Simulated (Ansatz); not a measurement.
ZrRh:
Space group Pm-3m (No. 221); a = 3.229 Å, b = 3.229 Å, c = 3.229 Å, α = 90.00°, β = 90.00°, γ = 90.00°

| atom | site | symmetry | x | y | z |
|---|---|---|---|---|---|
| Rh | 1a | m-3m | 0.0000 | 0.0000 | 0.0000 |
| Zr | 1b | m-3m | 0.5000 | 0.5000 | 0.5000 |

This is the LDA-relaxed structure.

### Question
All from the program Ansatz at the LDA level (PAW), unless another level is named. Give the density of states at the Fermi level.

### Answer
0.96 states/eV per atom (mean over ±0.08 eV).

### Question
Predict the formation energy from the elements (no fitted shifts).

### Answer
-0.75 eV/atom.

The workflow started from an entry of the Crystallography Open Database (COD), which files this formula under 2 space groups. Whether it is the stable phase at ambient conditions was not checked. The cell was relaxed with LDA under the symmetry of its start; of distortions, only those at the zone centre were tested. No spin polarisation was allowed. The references are the lowest solids computed at this level, not always the standard phases. Spin–orbit coupling is left out wherever it is not named.

Potentials: the later of the program's two PAW sets.
